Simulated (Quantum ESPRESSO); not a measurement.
# Zr6AgTa: input and log of a self-consistent run

A calculation, not a measurement. The program is pw.x of Quantum ESPRESSO 7.5 (plane-wave density functional theory). The cell is made up: eight metal atoms on a hexagonal close-packed lattice, with elements, volume, strain and displacements drawn at random and not relaxed, so it may be unstable or far from any real phase. PseudoDojo standard norm-conserving files set the functional (PBE unless stated); there is no spin polarisation or spin-orbit coupling, the Fermi-Dirac width of 0.25 eV means electrons at about 2900 K, and the masses in the input are unused placeholders. Heavy elements are run without spin-orbit coupling, which real alloys of them have. A spin test at this wide smearing found no moment, but such smearing suppresses magnetism that the real alloy may have.

Input:

```
&control calculation='scf', pseudo_dir='./dojo.nc.sr.pbe.v0_5.standard.upf', outdir='./o', disk_io='minimal', tprnfor=.true., tstress=.true. /
&system ibrav=0, nat=8, ntyp=3, nbnd=69, ecutwfc=82.02448710, nosym=.true., tot_charge=0,
 occupations='smearing', smearing='fd', degauss=0.0183746611
/
&electrons conv_thr=1.470e-08, electron_maxstep=70, mixing_beta=0.5 /
ATOMIC_SPECIES
Ag 1.0 Ag.upf
Ta 1.0 Ta.upf
Zr 1.0 Zr.upf
CELL_PARAMETERS angstrom
-0.0755 0.0017 -5.0705
-0.0512 5.5627 -0.0019
6.3033 -0.059 0.0948
ATOMIC_POSITIONS angstrom
Zr 0.0163 0.1144 -0.0557
Zr 3.1181 -0.0471 0.0142
Ag 1.5913 2.6841 0.0291
Zr 4.6802 2.7795 0.0335
Ta -0.1645 1.8354 -2.5331
Zr 3.076 1.8486 -2.543
Zr 1.5637 4.6753 -2.4484
Zr 4.7161 4.546 -2.4157
K_POINTS automatic
5 4 4 1 1 1
```

The log is shortened where brackets say so; the opening notice, blank lines, dates and the lines on written files are dropped, and the path of the files is cut. It prints rydbergs, bohrs and kilobars, and counts compression as positive stress. Its total energy is the free energy E - TS of the whole cell.

```
     Program PWSCF v.7.5
     Parallel version (MPI & OpenMP), running on       4 processor cores
     Number of MPI processes:                 4
     Threads/MPI process:                     1
     [start-up lines left out]
     bravais-lattice index     =            0
     lattice parameter (alat)  =       9.5829  a.u.
     unit-cell volume          =    1199.4062 (a.u.)^3
     number of atoms/cell      =            8
     number of atomic types    =            3
     number of electrons       =       104.00
     number of Kohn-Sham states=           69
     kinetic-energy cutoff     =      82.0245  Ry
     charge density cutoff     =     328.0979  Ry
     scf convergence threshold =      1.5E-08
     mixing beta               =       0.5000
     number of iterations used =            8  plain     mixing
     Exchange-correlation= PBE
                           (   1   4   3   4   0   0   0)
     [axes and pseudopotential details left out]
   Cartesian axes
     site n.     atom                  positions (alat units)
         1        Zr     tau(   1) = (   0.0032143   0.0225594  -0.0109839  )
         2        Zr     tau(   2) = (   0.6148810  -0.0092880   0.0028002  )
         3        Ag     tau(   3) = (   0.3138001   0.5292974   0.0057384  )
         4        Zr     tau(   4) = (   0.9229230   0.5481100   0.0066061  )
         5        Ta     tau(   5) = (  -0.0324390   0.3619360  -0.4995206  )
         6        Zr     tau(   6) = (   0.6065790   0.3645390  -0.5014728  )
         7        Zr     tau(   7) = (   0.3083575   0.9219567  -0.4828180  )
         8        Zr     tau(   8) = (   0.9300024   0.8964591  -0.4763696  )
     number of k points=    40  Fermi-Dirac smearing, width (Ry)=  0.0184
                       cart. coord. in units 2pi/alat
        k(    1) = (   0.1031655   0.1148672  -0.1015087), wk =   0.0500000
        k(    2) = (   0.3043551   0.1167180  -0.1045038), wk =   0.0500000
     [further k points left out]
     Dense  grid:   120405 G-vectors     FFT dimensions: (  60,  64,  72)
     Estimated max dynamical RAM per process >     361.80 MB
     Estimated total dynamical RAM >       1.33 GB
     Initial potential from superposition of free atoms
     starting charge     103.9845, renormalised to     104.0000
     Starting wfcs are   80 randomized atomic wfcs
     total cpu time spent up to now is        9.0 secs
     per-process dynamical memory:   274.2 Mb
     Self-consistent Calculation
     iteration #  1     ecut=    82.02 Ry     beta= 0.50
     Davidson diagonalization with overlap
     ethr =  1.00E-02,  avg # of iterations =  3.0
     total cpu time spent up to now is       27.9 secs
     total energy              =   -1046.63607487 Ry
     estimated scf accuracy    <       1.77891320 Ry
     iteration #  2     ecut=    82.02 Ry     beta= 0.50
     Davidson diagonalization with overlap
     ethr =  1.71E-03,  avg # of iterations =  4.2
     total cpu time spent up to now is       49.6 secs
     total energy              =   -1046.84844364 Ry
     estimated scf accuracy    <       7.62080298 Ry
     iteration #  3     ecut=    82.02 Ry     beta= 0.50
     Davidson diagonalization with overlap
     ethr =  1.71E-03,  avg # of iterations =  3.1
     total cpu time spent up to now is       68.3 secs
     total energy              =   -1047.54559131 Ry
     estimated scf accuracy    <       1.59401905 Ry
     iteration #  4     ecut=    82.02 Ry     beta= 0.50
     Davidson diagonalization with overlap
     ethr =  1.53E-03,  avg # of iterations =  1.1
     total cpu time spent up to now is       82.9 secs
     total energy              =   -1047.66503804 Ry
     estimated scf accuracy    <       0.20049303 Ry
     iteration #  5     ecut=    82.02 Ry     beta= 0.50
     Davidson diagonalization with overlap
     ethr =  1.93E-04,  avg # of iterations =  2.0
     total cpu time spent up to now is      100.0 secs
     total energy              =   -1047.67294640 Ry
     estimated scf accuracy    <       0.08099497 Ry
     [iterations 6 to 13 left out]
     iteration # 14     ecut=    82.02 Ry     beta= 0.50
     Davidson diagonalization with overlap
     ethr =  2.56E-09,  avg # of iterations =  2.4
     total cpu time spent up to now is      266.3 secs
     total energy              =   -1047.68532799 Ry
     estimated scf accuracy    <       0.00000088 Ry
     iteration # 15     ecut=    82.02 Ry     beta= 0.50
     Davidson diagonalization with overlap
     ethr =  8.46E-10,  avg # of iterations =  2.1
     total cpu time spent up to now is      283.0 secs
     total energy              =   -1047.68532810 Ry
     estimated scf accuracy    <       0.00000036 Ry
     iteration # 16     ecut=    82.02 Ry     beta= 0.50
     Davidson diagonalization with overlap
     ethr =  3.42E-10,  avg # of iterations =  2.0
     total cpu time spent up to now is      298.8 secs
     total energy              =   -1047.68532813 Ry
     estimated scf accuracy    <       0.00000011 Ry
     iteration # 17     ecut=    82.02 Ry     beta= 0.50
     Davidson diagonalization with overlap
     ethr =  1.02E-10,  avg # of iterations =  3.6
     total cpu time spent up to now is      316.5 secs
     total energy              =   -1047.68532814 Ry
     estimated scf accuracy    <       0.00000014 Ry
     iteration # 18     ecut=    82.02 Ry     beta= 0.50
     Davidson diagonalization with overlap
     ethr =  1.02E-10,  avg # of iterations =  1.6
     total cpu time spent up to now is      331.9 secs
     End of self-consistent calculation
     [lines on levels left out]
!    total energy              =   -1047.68532814 Ry
     estimated scf accuracy    <          9.7E-09 Ry
     smearing contrib. (-TS)   =      -0.15448863 Ry
     internal energy E=F+TS    =   -1047.53083951 Ry
     The total energy is F=E-TS. E is the sum of the following terms:
     one-electron contribution =    -301.99754297 Ry
     hartree contribution      =     193.97636437 Ry
     xc contribution           =    -195.96827641 Ry
     ewald contribution        =    -743.54138450 Ry
     convergence has been achieved in  18 iterations
     Forces acting on atoms (cartesian axes, Ry/au):
     atom    1 type  3   force =     0.00441578   -0.00030088    0.01987174
     atom    2 type  3   force =     0.01327063   -0.00121734    0.01105501
     atom    3 type  1   force =    -0.01130091    0.01344514    0.00009947
     atom    4 type  3   force =     0.02074828    0.00285002    0.00443689
     atom    5 type  2   force =     0.00727210    0.00344532   -0.00668169
     atom    6 type  3   force =    -0.01031666   -0.00787025    0.00557587
     atom    7 type  3   force =    -0.02428825   -0.02831195   -0.01353207
     atom    8 type  3   force =     0.00019903    0.01795993   -0.02082521
     Total force =     0.064194     Total SCF correction =     0.000250
     Computing stress (Cartesian axis) and pressure
          total   stress  (Ry/bohr**3)                   (kbar)     P=       -0.47
  -0.00004893   0.00007567  -0.00001577           -7.20       11.13       -2.32
   0.00007567  -0.00009196   0.00000257           11.13      -13.53        0.38
  -0.00001577   0.00000257   0.00013131           -2.32        0.38       19.32
     init_run     :      8.48s CPU      8.79s WALL (       1 calls)
     electrons    :    316.07s CPU    322.85s WALL (       1 calls)
     forces       :      2.56s CPU      2.60s WALL (       1 calls)
     stress       :      8.86s CPU      8.87s WALL (       1 calls)
     [timing details left out]
     PWSCF        :   5m36.22s CPU   5m43.45s WALL
     JOB DONE.
```

In other units: free energy -14254.485 eV for the cell, pressure -0.05 GPa, largest force component 0.728 eV/Å in size. The run took 345 s of wall time with four MPI processes on a shared machine (Intel Xeon, older, virtual cores), so the time is rough. A rerun of this cell at a higher cutoff and on a denser mesh moved values by no more than 0.002 eV in energy, 0.05 GPa in stress and 0.005 eV/Å in force, and a second program with other atomic files agreed on that cell to 2 % rms in force and 0.5 GPa in pressure.